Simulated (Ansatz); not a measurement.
A geometry of ZnSnP2 away from equilibrium: the start of the relaxation of a relaxed ZnSnP2 cell displaced along its unstable phonon at q = (½, 0, 0) of its primitive reciprocal cell (87i cm⁻¹), largest move 0.15 Å. Level of theory: PBEsol (plane waves to 420 eV, PAW, scalar-relativistic; Ansatz, a first-principles code). Γ-centred k-mesh 5×7×7 on the run's cell (coarser than for final values), Fermi–Dirac smearing 0.05 eV.

```xyz
8
Lattice="7.2405 0.0000 0.0000 0.0000 2.5244 5.1080 0.0000 -2.5244 5.1080" Properties=species:S:1:pos:R:3 pbc="T T T"
P      1.8101    -1.0331     6.5321
P      5.4304    -1.0923     6.8262
P      1.8101     1.0923     6.8262
P      5.4304     1.0331     6.5321
Zn     0.0000     0.0000     1.0949
Zn     3.6203     0.0000     1.0949
Sn     1.8101     0.0155     3.9640
Sn     5.4304    -0.0155     3.9640
```

Task: Give the Cartesian forces on all atoms (eV/Å).

Result: 
| atom | Fx | Fy | Fz |
|---|---|---|---|
| P1 | 0.00 | 0.10 | -0.14 |
| P2 | 0.00 | 0.08 | -0.04 |
| P3 | 0.00 | -0.08 | -0.04 |
| P4 | 0.00 | -0.10 | -0.14 |
| Zn5 | 0.00 | 0.00 | 0.07 |
| Zn6 | 0.00 | 0.00 | 0.07 |
| Sn7 | 0.00 | 0.08 | 0.11 |
| Sn8 | 0.00 | -0.08 | 0.11 |

Task: What is the pressure?

Result: 0.0 GPa, compression positive.

Task: How much energy per atom can still be gained by relaxing?

Result: 0.02 eV/atom; the path ends in Ama2 (No. 40).

No spin polarisation in the result.

The run could not lose the symmetry of its start, so the end can be a saddle point.

The end of the path is a generated cell of ZnSnP2: the first start was made by placing the elements on the sites of a structure type, and the end was not matched to a known phase here, so it may be hypothetical.
